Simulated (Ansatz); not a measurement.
**TiB₄, before and after**

The cell of TiB₄ is invented: sheets of the MB2-sandwich type stacked in turn (P6/mmm, No. 191) (elements of the layers in order: TiB4 (MB2-sandwich type), TiB4 (MB2-sandwich type)). A sheet's type names the database crystal that the layer was cut from.

start.xyz

```xyz
5
Lattice="3.1000 0.0000 0.0000 -1.5500 2.6847 0.0000 0.0000 0.0000 6.2600" Properties=species:S:1:pos:R:3 pbc="T T T"
Ti    0.0000    0.0000    0.0000
B     0.0000    1.7898    4.6600
B     1.5500    0.8949    4.6600
B     0.0000    1.7898    1.6000
B     1.5500    0.8949    1.6000
```

The calculation used DFT PBE+D3(BJ), scalar-relativistic, plane waves, PAW in Ansatz. Cutoff 420 eV, Gaussian smearing, Γ-centred meshes. Cell and atoms relax first on a coarse mesh and then on a finer one. In between, the cell is made exact in the group found at 0.06 Å. In metals the finer mesh still leaves noise of several meV/atom or more. The steps can't lower the symmetry of their start. No spin polarisation in the relaxation; trial moments died out in a coarse test.

end.xyz

```xyz
5
Lattice="3.0112 0.0000 0.0000 -1.5056 2.6077 0.0000 0.0000 0.0000 4.9906" Properties=species:S:1:pos:R:3 pbc="T T T"
Ti    0.0000    0.0000    0.0000
B     0.0000    1.7385    3.4531
B     1.5056    0.8692    3.4531
B     0.0000    1.7385    1.5376
B     1.5056    0.8692    1.5376
```

The symmetry stays P6/mmm (No. 191). The volume per atom shrinks by 24.8 %, from 10.4 to 7.8 Å³. The shortest distance goes from 1.79 Å (B–B) to 1.74 Å (B–B). The ratio c/a of the conventional cell changes by a factor of 0.82. The energy falls by about 0.43 eV/atom (the start's value is from the coarse mesh).

```
Volume per atom                            : 7.84 Å³
Density                                    : 3.86 g/cm³
Formation energy                           : −0.49 eV/atom
Gap on the 12×12×8 mesh of the 5-atom cell : 0 eV (a metal)
```

The zero of energy is the elements' standard structures at the same level; no fitted shifts are applied. It lies below the elements, which doesn't yet make it stable against other compounds or structures.

The last run used Gaussian smearing of 0.10 eV. A later test with randomly moved atoms led to a structure 68 meV/atom lower, so this end is a saddle point or a shallow minimum. In all, the 3 runs took 28 s on 1 thread of Intel(R) Xeon(R) Platinum 8488C (Sapphire Rapids) (shared host).
